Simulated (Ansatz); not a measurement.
## Bi2Se3 (Bi2Te3 type, space group R-3m): map of one atom of the cell

Starting cell, Bi2Se3 (Bi2Te3 type, space group R-3m):

```
Bi2Se3
1.0
    2.07216     1.19636     9.48267
   -2.07216     1.19636     9.48267
    0.00000    -2.39272     9.48267
Bi Se
2 3
Direct
  0.40087   0.40087   0.40087
  0.59913   0.59913   0.59913
  0.00000   0.00000   0.00000
  0.21052   0.21052   0.21052
  0.78948   0.78948   0.78948
```

Two-dimensional scan of atom 4 (Se, nearest neighbour Bi at 2.863 Å; its periodic images, 4.1 Å or more away, move with it): u runs along (1.000, 0.000, 0.000), v along (0.000, 1.000, 0.000) (Cartesian). Cell and other atoms are fixed.

The numbers are results of PBE-D3(BJ) (plane waves to 420 eV, PAW, scalar-relativistic; Ansatz, an electronic-structure program), not measurements. k mesh 8×8×8 (Γ-centred), Fermi-Dirac smearing 0.05 eV. Energies are smeared free energies. Compression counts positive. Bi2Se3 was relaxed with its symmetry unable to fall. Spin-orbit coupling is left out, though Bi is heavy. The zero of ΔE is the undisplaced structure. Axes are in Å.

ΔE (eV/cell), with u across and v down:

| v \ u | -0.720 | -0.360 | 0.000 | 0.360 | 0.720 |
|---|---|---|---|---|---|
| -0.720 | 2.935 | 1.163 | 0.662 | 1.163 | 2.935 |
| -0.360 | 1.838 | 0.604 | 0.215 | 0.604 | 1.838 |
| 0.000 | 1.010 | 0.259 | 0.000 | 0.259 | 1.010 |
| 0.360 | 0.779 | 0.424 | 0.303 | 0.424 | 0.779 |
| 0.720 | 1.275 | 1.355 | 1.413 | 1.355 | 1.275 |

P (GPa), with u across and v down:

```tsv
v \ u	-0.720	-0.360	0.000	0.360	0.720
-0.720	10.2	4.1	2.2	4.1	10.2
-0.360	6.5	2.1	0.7	2.1	6.5
0.000	3.6	0.9	0.0	0.9	3.6
0.360	2.6	1.4	1.0	1.4	2.6
0.720	4.4	4.8	5.0	4.8	4.4
```

What the scan shows:

```
Quantity                                                                                                                                       Value
-----------------------------------------------------------------------------  ---------------------------------------------------------------------
Principal force constants in the plane (five-point differences of the forces)                                                   3.9 eV/Å², isotropic
Centre of the map                                                                                                                          a minimum
Lowest place on the grid                                                                                       u = 0.000 Å, v = 0.000 Å (0 meV/cell)
Highest place on the grid, met at several equal points                         u = -0.720 Å, v = -0.720 Å; u = 0.720 Å, v = -0.720 Å (2935 meV/cell)
```

(For displaced atoms, the force is minus the slope of the energy, and its curvature is a force constant, which sets phonon frequencies.)
